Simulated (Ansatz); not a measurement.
NbAg:
Space group Pmma (No. 51); a = 4.711 Å, b = 2.739 Å, c = 5.235 Å, α = 90.00°, β = 90.00°, γ = 90.00°

```
atom  site  symmetry       x       y       z
----  ----  --------  ------  ------  ------
Ag      2e       mm2  0.7500  0.0000  0.1472
Nb      2f       mm2  0.2500  0.5000  0.3502
```

Relaxed with PBEsol.

### Question
Which orbitals make up the states near the Fermi level in DFT-PBEsol in the program Ansatz with PAW potentials?

### Answer
Within 0.5 eV of the Fermi level: Nb 4d 79 %, Ag 4d 8 %, outside the projected shells 6 %. Projections are on Löwdin-orthogonalised atomic valence shells; empty p or d shells of many metals are not among them.

### Question
Tabulate the density of states.

### Answer
States/eV per cell of 4 atoms, in 0.25 eV bins, energy from the Fermi level.

```tsv
E (eV)	total	Ag 4d	Nb 4d	Ag 5s
-7.75	0.00	0.00	0.00	0.00
-7.50	0.07	0.00	0.00	0.03
-7.25	0.20	0.01	0.00	0.09
-7.00	0.31	0.02	0.01	0.14
-6.75	0.51	0.10	0.02	0.21
-6.50	1.79	1.12	0.13	0.32
-6.25	6.27	4.97	0.47	0.43
-6.00	10.91	8.72	0.92	0.69
-5.75	10.39	8.63	0.93	0.41
-5.50	9.38	7.99	0.73	0.30
-5.25	8.96	7.76	0.67	0.20
-5.00	7.53	6.37	0.60	0.25
-4.75	6.78	6.02	0.41	0.16
-4.50	9.68	8.76	0.54	0.18
-4.25	5.41	4.73	0.38	0.16
-4.00	5.91	5.13	0.37	0.20
-3.75	1.97	1.20	0.27	0.24
-3.50	1.47	0.55	0.36	0.29
-3.25	1.91	0.49	0.71	0.43
-3.00	1.96	0.42	0.88	0.42
-2.75	1.53	0.31	0.79	0.21
-2.50	1.68	0.38	0.92	0.14
-2.25	2.16	0.47	1.29	0.12
-2.00	2.99	0.50	2.04	0.11
-1.75	3.25	0.35	2.34	0.10
-1.50	4.01	0.37	2.98	0.12
-1.25	4.00	0.35	3.08	0.11
-1.00	4.37	0.36	3.47	0.10
-0.75	4.98	0.43	3.98	0.13
-0.50	3.84	0.34	3.00	0.13
-0.25	2.74	0.22	2.13	0.08
0.00	2.32	0.18	1.84	0.07
0.25	3.00	0.23	2.42	0.08
0.50	3.46	0.25	2.77	0.10
0.75	2.77	0.20	2.17	0.08
1.00	2.62	0.19	1.98	0.13
1.25	2.47	0.17	1.86	0.13
1.50	2.42	0.16	1.84	0.10
1.75	2.55	0.15	1.91	0.15
2.00	2.86	0.14	2.23	0.17
2.25	3.32	0.13	2.70	0.15
2.50	3.51	0.13	2.86	0.16
2.75	4.57	0.17	3.71	0.20
3.00	4.21	0.13	3.42	0.18
3.25	2.65	0.07	1.98	0.14
3.50	2.39	0.05	1.69	0.12
```

The start of the workflow was typed in or built on a structure type; neither database checked (COD, Materials Project) lists it. Whether it is the stable phase at ambient conditions was not checked. Symmetry was held in the PBEsol relaxation; phonons show weakly imaginary modes. No spin polarisation was allowed. Its formation energy is positive at this level, so the cell may be metastable or incomplete. Axis ratios of metals converge slowly with the k-mesh, so a and c are less sure than the volume. Scalar-relativistic: spin–orbit coupling is off unless named, which matters more the heavier the elements.

Potentials: the earlier of the program's two PAW sets. The files were generated under PBE; for other functionals the program regenerates the frozen cores, and for LDA and PBEsol the local potential too.
